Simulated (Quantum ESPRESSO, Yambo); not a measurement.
Levels of theory for the gap of K₂NiF₆

K₂NiF₆ (space group Fm-3m, No. 225): one geometry, one set of norm-conserving PBEsol (Quantum ESPRESSO, 98 Ry, no spin-orbit coupling) orbitals, self-energies from Yambo (2×2×2 Γ-centred k mesh, bands 5 to 200 and a 7 Ry block in the screening, 200 bands in G with the Bruneval-Gonze terminator, plasmon pole fitted at 27.2 eV).

The geometry is that of Materials Project entry mp-605034, symmetrised and not relaxed again.

```tsv
level	gap X → X (eV)	rough Yambo cost
PBEsol (Quantum ESPRESSO)	1.56	–
exchange only (Hartree-Fock self-energy on PBEsol orbitals)	15.56	about 1/6 (6 states)
static COHSEX@PBEsol	6.55	within a factor of two (2 states)
G0W0@PBEsol, plasmon pole	5.19	1 (6 states)
```

Bare exchange has no screening and gives the widest gap; static COHSEX screens it but leaves out the frequency dependence, which G0W0 restores.

Costs are rough ratios of core time on shared machines.

Nearest settings tried, and what they do to the gap: 134 bands in G: +11 meV; 134 bands in W, 134 bands in G: +27 meV; 6 Ry block (229 vectors against 307): +120 meV. Not varied: mesh. So the settings aren't converged at that level. The k mesh is coarse.

The 3d shell has no Hubbard U; the runs are without spin polarisation, and magnetic order was not tried.

The structure is a Materials Project entry; no match was found in the copy of COD used, and its stability was not checked.
